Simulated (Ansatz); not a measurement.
ZnSe:
```cif
data_SeZn
_chemical_formula_sum 'Se1 Zn1'
_space_group_name_H-M_alt 'P 1'
_space_group_IT_number 1
_cell_length_a 3.93686
_cell_length_b 3.93686
_cell_length_c 3.93686
_cell_angle_alpha 60.000
_cell_angle_beta 60.000
_cell_angle_gamma 60.000
loop_
_space_group_symop_operation_xyz
  'x, y, z'
loop_
_atom_site_label
_atom_site_type_symbol
_atom_site_fract_x
_atom_site_fract_y
_atom_site_fract_z
_atom_site_occupancy
Se1 Se 0.75000 0.75000 0.75000 1
Zn1 Zn 0.00000 0.00000 0.00000 1
```

Relaxed with LDA.

### Question
Which orbitals make up the states near the band edges in the program Ansatz at the LDA level (PAW)?

### Answer
Top 1 eV of the valence band: Se 4p 89 %, Zn 3d 7 %. Bottom 1 eV of the conduction band: Zn 4s 55 %, Se 4s 23 %, Se 4p 19 %. Projections are on Löwdin-orthogonalised atomic valence shells; empty p or d shells of many metals are not among them.

### Question
Tabulate the density of states.

### Answer
States/eV per cell of 2 atoms, in 0.25 eV bins, energy from the valence-band maximum.

| E (eV) | total | Zn 3d | Se 4p | Zn 4s |
|---|---|---|---|---|
| -7.85 | 0.00 | 0.00 | 0.00 | 0.00 |
| -7.60 | 0.00 | 0.00 | 0.00 | 0.00 |
| -7.35 | 0.00 | 0.00 | 0.00 | 0.00 |
| -7.10 | 0.00 | 0.00 | 0.00 | 0.00 |
| -6.85 | 13.00 | 11.71 | 1.15 | 0.13 |
| -6.60 | 11.12 | 10.47 | 0.54 | 0.09 |
| -6.35 | 14.39 | 14.09 | 0.12 | 0.09 |
| -6.10 | 1.50 | 1.40 | 0.02 | 0.02 |
| -5.85 | 0.00 | 0.00 | 0.00 | 0.00 |
| -5.60 | 0.07 | 0.00 | 0.05 | 0.01 |
| -5.35 | 0.48 | 0.03 | 0.33 | 0.10 |
| -5.10 | 2.18 | 0.20 | 1.29 | 0.63 |
| -4.85 | 1.58 | 0.21 | 0.88 | 0.41 |
| -4.60 | 0.84 | 0.13 | 0.46 | 0.18 |
| -4.35 | 0.61 | 0.10 | 0.33 | 0.12 |
| -4.10 | 0.46 | 0.07 | 0.25 | 0.08 |
| -3.85 | 0.37 | 0.06 | 0.21 | 0.07 |
| -3.60 | 0.29 | 0.04 | 0.16 | 0.05 |
| -3.35 | 0.67 | 0.06 | 0.51 | 0.05 |
| -3.10 | 1.41 | 0.11 | 1.17 | 0.05 |
| -2.85 | 1.20 | 0.09 | 1.00 | 0.05 |
| -2.60 | 1.34 | 0.09 | 1.13 | 0.05 |
| -2.35 | 1.71 | 0.10 | 1.48 | 0.04 |
| -2.10 | 1.73 | 0.10 | 1.50 | 0.04 |
| -1.85 | 1.70 | 0.10 | 1.48 | 0.03 |
| -1.60 | 1.65 | 0.10 | 1.44 | 0.02 |
| -1.35 | 1.63 | 0.10 | 1.43 | 0.02 |
| -1.10 | 1.64 | 0.11 | 1.44 | 0.01 |
| -0.85 | 1.12 | 0.08 | 0.99 | 0.01 |
| -0.60 | 0.71 | 0.05 | 0.63 | 0.00 |
| -0.35 | 0.47 | 0.03 | 0.41 | 0.00 |
| -0.10 | 0.15 | 0.01 | 0.14 | 0.00 |
| 0.15 | 0.00 | 0.00 | 0.00 | 0.00 |
| 0.40 | 0.00 | 0.00 | 0.00 | 0.00 |
| 0.65 | 0.00 | 0.00 | 0.00 | 0.00 |
| 0.90 | 0.00 | 0.00 | 0.00 | 0.00 |
| 1.15 | 0.00 | 0.00 | 0.00 | 0.00 |
| 1.40 | 0.00 | 0.00 | 0.00 | 0.00 |
| 1.65 | 0.01 | 0.00 | 0.00 | 0.00 |
| 1.90 | 0.02 | 0.00 | 0.00 | 0.01 |
| 2.15 | 0.03 | 0.00 | 0.01 | 0.02 |
| 2.40 | 0.05 | 0.00 | 0.01 | 0.03 |
| 2.65 | 0.20 | 0.00 | 0.04 | 0.10 |
| 2.90 | 0.56 | 0.00 | 0.10 | 0.22 |
| 3.15 | 0.77 | 0.00 | 0.12 | 0.25 |
| 3.40 | 1.05 | 0.00 | 0.18 | 0.33 |
| 3.65 | 1.74 | 0.01 | 0.32 | 0.55 |
| 3.90 | 1.77 | 0.01 | 0.34 | 0.58 |
| 4.15 | 1.32 | 0.00 | 0.27 | 0.44 |
| 4.40 | 0.99 | 0.00 | 0.20 | 0.29 |
| 4.65 | 0.91 | 0.00 | 0.16 | 0.23 |
| 4.90 | 0.66 | 0.00 | 0.10 | 0.13 |
| 5.15 | 0.69 | 0.00 | 0.09 | 0.11 |
| 5.40 | 1.26 | 0.00 | 0.14 | 0.18 |
| 5.65 | 1.93 | 0.00 | 0.19 | 0.23 |
| 5.90 | 1.39 | 0.00 | 0.11 | 0.12 |

Space group F-43m (zinc blende). The LDA relaxation kept the symmetry of its start; phonons on a q-mesh show no instability. Scalar-relativistic: spin–orbit coupling is off unless named, which matters more the heavier the elements.

Potentials: the later of the program's two PAW sets.
